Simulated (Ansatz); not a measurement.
An ordered 8-atom cell of Ga4AsP3 on the zincblende lattice (R3m): a band-structure calculation in Ansatz 0.2.0 (PBE). Cell and atoms come from a relaxation with r2SCAN.

```yaml
crystal:
  lattice:
    - [1.9460444888, 1.1235493095, 12.7150756967]
    - [-1.9460444888, 1.1235493095, 12.7150756967]
    - [0.0, -2.247098619, 12.7150756967]
  atoms:
    - { symbol: P, position: [0.0011390241, 0.0011390241, 0.0011390241] }
    - { symbol: P, position: [0.7500110053, 0.7500110053, 0.7500110053] }
    - { symbol: P, position: [0.4989032171, 0.4989032171, 0.4989032171] }
    - { symbol: As, position: [0.2498907577, 0.2498907577, 0.2498907577] }
    - { symbol: Ga, position: [0.6880537346, 0.6880537346, 0.6880537346] }
    - { symbol: Ga, position: [0.4369324012, 0.4369324012, 0.4369324012] }
    - { symbol: Ga, position: [0.1857259592, 0.1857259592, 0.1857259592] }
    - { symbol: Ga, position: [0.9393439009, 0.9393439009, 0.9393439009] }
kpoints:
  mp_grid: { grid: [8, 8, 8] }
  band_path:
    path:
      - [[0.0, 0.0, 0.0], [-0.5, -0.5, -0.5], [-0.5, -0.1718720787427, -0.8281279212573]]
      - [[-0.1718720787427, 0.1718720787427, -0.5], [-2.036203207775e-16, -1.682808243168e-16, -0.5], [0.0, 0.0, 0.0], [-2.998851806575e-16, 0.3359360393714, -0.3359360393714]]
      - [[-0.3359360393714, -1.806927164419e-16, -0.6640639606286], [-0.5, -1.100137235205e-16, -0.5], [0.0, 0.0, 0.0]]
    npoints: 10
hamiltonian:
  xc: pbe
scf:
  occupations: { method: fermi_dirac, width: 0.02 }
  n_extra_bands: 6
output:
  forces: true
  stress: true
  eigenvalues: true
```

Some lines of the output have been replaced by numbered gaps.
```
Functional definition: PBE
Crystal: 8 atoms, lattice volume = 166.807 Å³
Basis set: ecut = 420 eV, 3295 PW (Γ), FFT grids on a1−a3, a2−a3, a3
Bands: 47, of which v1, the nominal top of the filled ones, is band 41 counted from 1 (40 counted from 0)
Symmetry: 6 space group operations
Space group: R3m (ITA 160)
k-points: 65 of 512 (time reversal used)
SCF 1 converged in 8 iterations: F = -22258.426968 eV  dr2 = 1.13e-8
SCF converged after 8 iterations
Free energy (F): -22258.426968 eV
[1]
--- Forces (eV/Å), atoms counted from 1 ---
  atom   1  P       0.00000      0.00000      0.01598
  atom   2  P       0.00000      0.00000      0.01103
  atom   3  P       0.00000      0.00000      0.00250
  atom   4  As      0.00000      0.00000    -0.03461
  atom   5  Ga      0.00000      0.00000    -0.00746
  atom   6  Ga      0.00000      0.00000    -0.01204
  atom   7  Ga      0.00000      0.00000    -0.03680
  atom   8  Ga      0.00000      0.00000      0.06142
--- Stress (GPa, compression-positive) ---
[2]
--- Band table (eV; the first three rows and the last of 65) ---
[3]
```

The rows of the band table are 0: (0, 0, 0) = Γ, 1: (0, 0, 1/8), 2: (0, 0, 1/4), 64: (-1/2, -1/2, -1/2) = T.

Q: Give the withheld lines. They hold the stress, the Fermi energy and the band table.

A:
```
[1]
Fermi energy:    8.154123 eV
[2]
        2.557789       0.000000       0.000000
        0.000000       2.557789       0.000000
        0.000000       0.000000       2.559578
  P = ⅓ Tr σ = 2.5584 GPa (25.584 kbar)
[3]
  k-point 0: bands = […, 6.5433, 6.8124, 6.8124, 7.3487, 7.5034, 7.5034, 8.7880, 8.8549, 9.2198, 9.5027, …]
  k-point 1: bands = […, 5.8804, 6.1358, 6.1951, 6.7395, 7.1595, 7.2116, 9.6116, 9.7400, 10.0295, 10.3884, …]
  k-point 2: bands = […, 5.3288, 5.3928, 5.5387, 6.3450, 6.6361, 6.6748, 9.4397, 9.7031, 9.8766, 10.4620, …]
  k-point 64: bands = […, 6.4080, 6.4080, 6.9815, 6.9815, 7.4152, 7.4152, 8.8653, 9.0516, 9.4906, 9.7252, …]
```
Only the leading digits can be foreseen; the rest is this run's record.

PBE gives a direct gap of 1.28 eV at Γ. With the atoms held, the mean pressure is +2.56 GPa (compression positive). The largest force is 0.06 eV/Å.

Command: `ansatz run input.yaml --threads 4 --pin off --max-ram 6451MiB --backend cpu --events-out ev --progress --plain --runs-dir out`.

Q: What wall time did it need on 4 threads of Arm Neoverse V2 (shared host), load about 0.8 per core, and how much host memory at the peak?

A: About 26 s, with a peak of 0.7 GiB.

These are computed values for a spin-unpolarised cell that may be hypothetical; none is a measurement.

The runs are scalar-relativistic, without spin-orbit coupling.
